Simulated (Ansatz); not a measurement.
Consider the following.

CoSi:
```
CELL_PARAMETERS angstrom
     -1.67821     1.67821     3.84780
      1.67821    -1.67821     3.84780
      1.67821     1.67821    -3.84780
ATOMIC_POSITIONS crystal
  Co 0.50000 0.50000 0.00000
  Co 0.25000 0.75000 0.50000
  Si 0.00000 0.00000 0.00000
  Si 0.75000 0.25000 0.50000
```

This is the PBE-relaxed structure.

Question: All from DFT-PBE in the program Ansatz with PAW potentials, unless another level is named. Estimate the electronic character.

Answer: metallic (no gap).

Question: Predict the density of states at the Fermi level.

Answer: 0.48 states/eV per atom (mean over ±0.08 eV).

Question: Next, the formation energy from the elements (no fitted shifts)?

Answer: -0.38 eV/atom.

Space group I4_1/amd. A made-up cell: these elements were put on the sites of a structure type; neither database checked (COD, Materials Project) lists it. COD files the formula under space group No. 198, so this cell is another polymorph or a model. Whether it is the stable phase at ambient conditions was not checked. The PBE relaxation kept the symmetry of its start; its stability against distortions is not shown here. The workflow began spin-polarised and lost its moments. The references are the lowest solids computed at this level, not always the standard phases.

Potentials: the later of the program's two PAW sets.
